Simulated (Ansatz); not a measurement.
Sr (fcc, Cu type)

```
CELL_PARAMETERS angstrom
      0.00000     6.02891     6.02891
      3.01445     3.01445     6.02891
      3.01445     3.01445     0.00000
ATOMIC_POSITIONS crystal
  Sr 0.00000 0.00000 0.00000
  Sr 0.50000 0.00000 0.00000
```

The atoms are displaced by Q × the pattern below (from a DFPT mode at X = (0.5, 0.5, 0.0), largest move 1; Q in Å), at fixed cell. It is one choice among 2 degenerate patterns. (q is in reciprocal vectors of the primitive cell; the cell shown is doubled to hold the pattern.)

```json
[
 {"atom": "Sr1", "x": "0.000", "y": "1.000", "z": "0.000"},
 {"atom": "Sr2", "x": "0.000", "y": "-1.000", "z": "0.000"}
]
```

Level of theory: PBE (plane waves to 420 eV, PAW, scalar-relativistic; Ansatz, a program for electronic structure). k mesh 13×13×13 (Γ-centred), Fermi-Dirac smearing 0.05 eV. The energy includes the smearing's −TS. With partly filled bands, energies and forces of such displacements shift with the k mesh and the smearing. Sr was relaxed with its symmetry unable to fall. The PAW data are Ansatz's earlier set. The zero of ΔE is the undisplaced structure.

**Question.** Estimate the ΔE (meV/cell) for Q (Å) = -0.280, -0.187, -0.093, 0.093, 0.140, 0.233.

**Answer.** 
| Q (Å) | ΔE (meV/cell) |
|---|---|
| -0.280 | 152 |
| -0.187 | 68 |
| -0.093 | 17 |
| 0.093 | 17 |
| 0.140 | 38 |
| 0.233 | 105 |

(For displaced atoms, the force is minus the slope of the energy, and its curvature is a force constant, which sets phonon frequencies.)
